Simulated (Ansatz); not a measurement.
Al2Ru:
```yaml
crystal:
  lattice:
    - [0.00000, 3.98957, 4.39147]
    - [2.35319, 0.00000, 4.39147]
    - [2.35319, 3.98957, 0.00000]
  atoms:
    - { symbol: Al, position: [0.07903, 0.42097, 0.07903] }
    - { symbol: Al, position: [0.42097, 0.07903, 0.42097] }
    - { symbol: Al, position: [0.17097, 0.82903, 0.17097] }
    - { symbol: Al, position: [0.82903, 0.17097, 0.82903] }
    - { symbol: Ru, position: [0.75000, 0.75000, 0.75000] }
    - { symbol: Ru, position: [0.50000, 0.50000, 0.50000] }
```

Relaxed with r²SCAN. Special points in fractions of this cell's reciprocal vectors: Γ (0.000, 0.000, 0.000); Y (0.500, 0.000, 0.500); T (1.000, 0.500, 0.500); Z (0.500, 0.500, 0.000); Σ0 (0.000, 0.409, 0.409); U0 (1.000, 0.591, 0.591); C0 (0.500, 0.235, 0.735); A0 (0.500, 0.765, 0.265); L (0.500, 0.500, 0.500).

Problem. List the band energies nearest the valence-band maximum at these points for the program Ansatz at the r²SCAN level (PAW).

Solution. In eV from the valence-band maximum; about four levels below and three above (degenerate sets whole), none deeper than 8.9 eV; points with the same levels are listed once.

```
k                     below                above
--  -----------------------  -------------------
Γ    -2.11 -1.35 -1.22 0.00       1.85 2.37 2.52
Y   -2.43 -2.43 -1.53 -1.53  1.88 1.88 2.65 2.65
T   -2.62 -2.62 -1.30 -1.30  0.42 0.42 4.89 4.89
Z   -1.66 -1.66 -1.38 -1.38  2.36 2.36 2.68 2.68
Σ0  -2.47 -2.29 -1.63 -1.20       0.24 1.18 3.82
C0  -2.10 -2.10 -1.18 -1.18  1.81 1.81 2.84 2.84
L   -2.27 -2.21 -1.18 -0.96       0.41 0.80 2.04
```

Space group Fddd. The workflow started from a Materials Project entry (that database holds measured and hypothetical structures alike); the Crystallography Open Database copy checked does not list it. Its standing as an ambient phase is unchecked. The r²SCAN relaxation kept the symmetry of its start; whether a distortion lowers the energy is not shown. No spin polarisation was allowed. Scalar-relativistic: spin–orbit coupling is off unless named, which matters more the heavier the elements.

Potentials: the later of the program's two PAW sets.
